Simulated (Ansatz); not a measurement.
An elastic tensor (GPa, Voigt order, standard axes) from DFT-r²SCAN+D4 in the program Ansatz with PAW potentials:

```
501  165  165  0.0  0.0  0.0
165  501  165  0.0  0.0  0.0
165  165  501  0.0  0.0  0.0
0.0  0.0  0.0  108  0.0  0.0
0.0  0.0  0.0  0.0  108  0.0
0.0  0.0  0.0  0.0  0.0  108
```

Which of these materials gives this?
(A) Cr, bcc (W type)
(B) Mo, bcc (W type)
(C) Al, fcc (Cu type)
(D) Au, fcc (Cu type)

B, Mo, bcc (W type)

Space group Im-3m (bcc (W type)). The r²SCAN+D4 relaxation kept the symmetry of its start. No spin polarisation was allowed. The pairwise dispersion correction was not fitted to metals. As this level gives no gap, shear constants depend on the k-mesh and smearing (Fermi–Dirac, 0.1 eV here).

Potentials: the later of the program's two PAW sets.
